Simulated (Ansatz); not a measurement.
A plane-wave DFT run in Ansatz 0.2.0 (scalar-relativistic PAW potentials unless the input names others): input and command.

```yaml
crystal:
  lattice:
    - [3.0446035982, 0.0, 0.0]
    - [0.0, 3.0446035982, 0.0]
    - [0.0, 0.0, 4.0089004778]
  atoms:
    - { symbol: Ti, position: [0.5, 0.5, 0.5] }
    - { symbol: Hg, position: [0.0, 0.0, 0.0] }
basis:
  ecutwfc: 500
kpoints:
  mp_grid: { grid: [14, 14, 10] }
hamiltonian:
  xc: r2scan
  dispersion: d3bj
scf:
  occupations: { method: gaussian, width: 0.1 }
output:
  forces: true
  eigenvalues: true
  stress: true
```

```bash
ansatz run input.yaml --threads 1 --pin off --max-ram 1331MiB --backend cpu --events-out ev --progress --plain --runs-dir out
```

Abridged log:
```
Warning: the engine holds no damping parameters fitted to this dispersion correction and functional, so the run takes those fitted to r2scan beside the three-body term, which d3bj leaves out (hamiltonian.dispersion, under Limitations)
Pseudopotentials: kind: paw
Pseudopotential: Ti, paw, valence charge 12, recommended cutoff 500 eV (meta_gga)
Pseudopotential: Hg, paw, valence charge 20, recommended cutoff 500 eV (meta_gga)
Functional definition: r2SCAN
Crystal: 2 atoms, lattice volume = 37.161 Å³
Basis set: ecut = 500 eV, 959 PW (Γ), exchange–correlation on 96×96×120 points (64 copies of the dense FFT grid, shifted against one another)
Bands: 20, of which v1, the nominal top of the filled ones, is band 16 counted from 1 (15 counted from 0)
Symmetry: 16 space group operations
Space group: P4/mmm (ITA 123), of the structure as read, at distance tolerance 3.3e-5 Å
k-points: 216 of 1960
Initial density: superposition of atomic densities (neutral atoms: chi_scale 0, normalization atom), corrected by the library's trained network
Initial wavefunctions: pseudopotential atomic-orbital guess
Functional: x = r2scan, c = r2scan; τ floored in thin density (d = 2e-4 eV/Å³)
SCF iter   1: F=—  HF=-16332.843822 eV  |F-HF|=—  |Δ(HF+E_count)|=         —  Δρ=1.85e-2  dr2=1.88e-1  dr2_τ=2.05e-2  ethr=1.77e-3  ⟨swp⟩=4.1  Hψ=16398  notcnv=0
SCF iter   2: F=—  HF=-16332.837939 eV  |F-HF|=—  |Δ(HF+E_count)|=   5.88e-3  Δρ=5.31e-3  dr2=1.04e-2  dr2_τ=2.89e-3  ethr=5.87e-4  ⟨swp⟩=2.0  Hψ=7016  notcnv=0  defer=1
SCF iter   3: F=—  HF=-16332.838793 eV  |F-HF|=—  |Δ(HF+E_count)|=   8.54e-4  Δρ=3.07e-3  dr2=2.77e-3  dr2_τ=2.45e-4  ethr=3.24e-5  ⟨swp⟩=2.2  Hψ=5696  notcnv=0  defer=1
SCF iter   4: F=—  HF=-16332.839740 eV  |F-HF|=—  |Δ(HF+E_count)|=   9.48e-4  Δρ=7.10e-4  dr2=2.22e-4  dr2_τ=1.28e-5  ethr=8.64e-6  ⟨swp⟩=2.7  Hψ=7427  notcnv=0  defer=1
SCF iter   5: F=—  HF=-16332.839827 eV  |F-HF|=—  |Δ(HF+E_count)|=   8.66e-5  Δρ=2.82e-4  dr2=4.10e-5  dr2_τ=9.85e-7  ethr=6.93e-7  ⟨swp⟩=2.0  Hψ=5945  notcnv=0  defer=1
SCF iter   6: F=—  HF=-16332.839871 eV  |F-HF|=—  |Δ(HF+E_count)|=   4.45e-5  Δρ=8.59e-5  dr2=3.37e-6  dr2_τ=1.02e-7  ethr=1.28e-7  ⟨swp⟩=2.0  Hψ=6059  notcnv=0  defer=1
SCF iter   7: F=—  HF=-16332.839875 eV  |F-HF|=—  |Δ(HF+E_count)|=   3.98e-6  Δρ=4.16e-5  dr2=1.03e-6  dr2_τ=4.09e-8  ethr=1.05e-8  ⟨swp⟩=2.0  Hψ=6086  notcnv=0  defer=1
SCF iter   8: F=-16332.839876 eV  HF=-16332.839876 eV  |F-HF|=1.07e-8  |Δ(HF+E_count)|=   2.81e-7  Δρ=8.58e-6  dr2=2.17e-8  dr2_τ=1.67e-9  ethr=3.13e-10  ⟨swp⟩=3.0  Hψ=16687  notcnv=0
SCF 1 converged in 8 iterations: F = -16332.839876 eV  dr2 = 2.17e-8
SCF converged after 8 iterations
Free energy (F): -16332.839876 eV
Harris-Foulkes:  -16332.839876 eV  (|F-HF|=1.07e-8)
Internal energy: -16332.825583 eV  (E = F + TS)
E sigma→0 (E₀):  -16332.832729 eV
Entropy (-TS):   -0.014293 eV (-7.147 meV/atom)
Fermi energy:    16.253136 eV
  E_disp       = -0.529797  (pairwise vdW)
--- Forces (eV/Å), atoms counted from 1 ---
  atom   1  Ti     0.00000000     0.00000000     0.00000000
  atom   2  Hg     0.00000000     0.00000000     0.00000000
--- Stress (GPa, compression-positive) ---
       -4.652683       0.000000       0.000000
        0.000000      -4.652683       0.000000
        0.000000       0.000000      -2.333054
  P = ⅓ Tr σ = -3.8795 GPa (-38.795 kbar)
```

Apart from outputs, empty bands and the relaxation, which only the reference makes, the input differs from a reference run on usual settings in hamiltonian.dispersion: not typed → "d3bj". The reference, at the same geometry, ended its own course with pressure -1.55 GPa, largest force 0.000 eV/Å, no gap on the mesh. This run converged in 8 SCF iterations with an energy at zero smearing 265 meV/atom below the reference's (the Hamiltonian itself differs), pressure -3.88 GPa, largest force 0.000 eV/Å, no gap on the mesh.